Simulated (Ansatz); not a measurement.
Several inputs for CsGa3Se2O6F6

Cell: a measured structure from the Crystallography Open Database (COD), ions relaxed with PBE at fixed cell.

```cif
data_CsGa3Se2O6F6
_symmetry_space_group_name_H-M 'P6_3mc'
_symmetry_Int_Tables_number 186
_cell_length_a 7.1876
_cell_length_b 7.1876
_cell_length_c 11.8681
_cell_angle_alpha 90.000
_cell_angle_beta 90.000
_cell_angle_gamma 120.000
loop_
_atom_site_label
_atom_site_type_symbol
_atom_site_symmetry_multiplicity
_atom_site_Wyckoff_symbol
_atom_site_fract_x
_atom_site_fract_y
_atom_site_fract_z
Cs Cs 2 b 0.6667 0.3333 0.0763
Ga Ga 6 c 0.6672 0.8336 0.2702
Se9 Se 2 a 0.0000 0.0000 0.4857
Se11 Se 2 b 0.3333 0.6667 0.0523
O13 O 6 c 0.7488 0.8744 0.4246
O19 O 6 c 0.5842 0.7921 0.1130
F25 F 6 c 0.8705 0.7411 0.2285
F31 F 6 c 0.4630 0.9260 0.3081
```

One atom of each set is listed.

Reference run. Computed with Ansatz: DFT, PBE, plane waves and PAW, scalar-relativistic, 420 eV cutoff, Γ-centred 3×3×2 k-points, Fermi–Dirac smearing 0.02 eV.

It gives V_zz (10²¹ V/m²) Se9 -37.6 (η 0.00), O13 14.17 (η 0.45), F31 11.86 (η 0.35), among others. Each of these runs changes the input as listed (caps on SCF iterations aside):

A. scf.occupations: {method: fermi_dirac, width: 0.02} → not typed
B. crystal.symmetry: not typed → {detect: false}; basis.ecutwfc: not typed → 500 eV

Problem. Which of these changes matter for the gradients?

Solution. 

```
run  Se9 V_zz (η)  O13 V_zz (η)  F31 V_zz (η)  largest change of a gradient tensor, all atoms                                                                                                          note
  A             –             –             –                                               –  refused: `scf.occupations.method` is required: fixed only where the cell keeps a band gap throughout the run
  B  -37.6 (0.00)  14.19 (0.45)  11.89 (0.35)                                            0.03                                                                                                     converged
```

Run B moves a gradient tensor by up to 0.03, on F31 (V_zz from 11.86 to 11.89). Run A holds no occupation method.

In run B the shift comes from basis.ecutwfc: the other keys steer the path to self-consistency or leave the density as it is.

On the reference run: Without spin–orbit coupling (the program notes it for Cs) the gradients are little affected as a rule: paired runs on crystals with a gap mostly move them by under 2 % at such atoms.
